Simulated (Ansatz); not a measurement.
## Frozen-phonon scan for GaAs (zinc blende)

GaAs (zinc blende)

```
CELL_PARAMETERS angstrom
      0.00000     5.74558     5.74558
      2.87279     2.87279     5.74558
      2.87279     2.87279     0.00000
ATOMIC_POSITIONS crystal
  As 0.00000 0.75000 0.75000
  As 0.50000 0.75000 0.75000
  Ga 0.00000 0.00000 0.00000
  Ga 0.50000 0.00000 0.00000
```

A phonon eigenvector at X = (0.5, 0.5, 0.0) is frozen into this cell: atom i moves by Q times the vector below, so Q is the largest atomic displacement, in Å. The cell is held. (q is in reciprocal vectors of the primitive cell; the cell shown is doubled to hold the pattern.)

```
atom      x      y       z
----  -----  -----  ------
Ga3   0.000  0.000  -1.000
Ga4   0.000  0.000   1.000
```

Atoms not listed stay in place.

Computed with PBE (plane waves to 420 eV, PAW, scalar-relativistic; Ansatz, a program for electronic structure). k mesh 10×10×10 (Γ-centred), Fermi-Dirac smearing 0.05 eV. Energies are smeared free energies. Compression counts positive. GaAs was relaxed with its symmetry unable to fall. ΔE is measured from the undisplaced structure.

| Q (Å) | ΔE (eV/cell) | P (GPa) | −dE/dQ from forces (eV/Å) |
|---|---|---|---|
| -0.280 | 0.980 | 2.36 | 6.803 |
| -0.233 | 0.686 | 1.67 | 5.780 |
| -0.187 | 0.441 | 1.08 | 4.682 |
| -0.140 | 0.249 | 0.62 | 3.543 |
| -0.093 | 0.111 | 0.28 | 2.377 |
| -0.047 | 0.028 | 0.08 | 1.193 |
| 0.000 | 0.000 | 0.01 | 0.000 |
| 0.047 | 0.028 | 0.08 | -1.193 |
| 0.093 | 0.111 | 0.28 | -2.377 |
| 0.140 | 0.249 | 0.62 | -3.543 |
| 0.187 | 0.441 | 1.08 | -4.682 |
| 0.233 | 0.686 | 1.67 | -5.780 |
| 0.280 | 0.980 | 2.36 | -6.803 |

Derived quantities:

The energy at Q = 0.280 Å is 980 meV/cell. Space group of the distorted cell: P-4m2 (No. 115), lowered from F-43m. Symmetry of the curve: even: the same for both signs. Shape of the curve: a single well with its minimum at or next to zero displacement. Harmonic wavenumber from the curvature (finite differences): 223 cm⁻¹. Wavenumber by perturbation theory (DFPT, on another k mesh): 223 cm⁻¹.

(A displaced cell: forces are minus the slopes of the energy, force constants its curvatures, and phonons follow from these.)
